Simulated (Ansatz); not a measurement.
Relaxed WC (WC type, space group P-6m2):

```
CELL_PARAMETERS angstrom
      2.92185     0.00000     0.00000
     -1.46093     2.53040     0.00000
      0.00000     0.00000     2.84710
ATOMIC_POSITIONS crystal
  W  0.00000 0.00000 0.00000
  C  0.66667 0.33333 0.50000
```

Scan: atom 2 (C, nearest neighbour W at 2.207 Å; its periodic images, 2.8 Å or more away, move with it) is displaced along Cartesian x, direction (1.000, 0.000, 0.000) in Cartesian axes, by s. The other atoms stay.

Method: PBE (plane waves to 420 eV, PAW, scalar-relativistic; Ansatz, a program for electronic structure). k mesh 15×15×13 (Γ-centred), Fermi-Dirac smearing 0.05 eV. Energies are smeared free energies. With partly filled bands, energies and forces of such displacements shift with the k mesh and the smearing. Spin-orbit coupling is left out, though W is heavy. WC is run without spin polarisation. WC was relaxed with its symmetry unable to fall. ΔE is measured from the undisplaced structure. The last digit holds for this mesh only.

| s (Å) | ΔE (meV/cell) |
|---|---|
| -0.660 | 2612.2 |
| -0.528 | 1838.3 |
| -0.396 | withheld |
| -0.264 | 510.7 |
| -0.132 | 130.5 |
| 0.000 | 0.0 |
| 0.132 | 130.5 |
| 0.264 | 510.7 |
| 0.396 | withheld |
| 0.528 | 1838.3 |
| 0.660 | 2612.2 |

Q: Fit an even polynomial form (powers 2, 4, 6) to the given rows and predict ΔE at s = -0.396.

A: Least squares on the 9 given rows: ΔE = (7555)·s² + (-3215)·s⁴ + (-831.1)·s⁶, in meV/cell with s in Å; root-mean-square residual 0.08 meV/cell. At -0.396 the fit gives 1102.5 meV/cell; the calculation gives 1105.7 meV/cell, so the interpolation is off by -3.2 (-0.3 %). The quadratic term alone would give 1184.7 meV/cell.

(A displaced cell: forces are minus the slopes of the energy, force constants its curvatures, and phonons follow from these.)
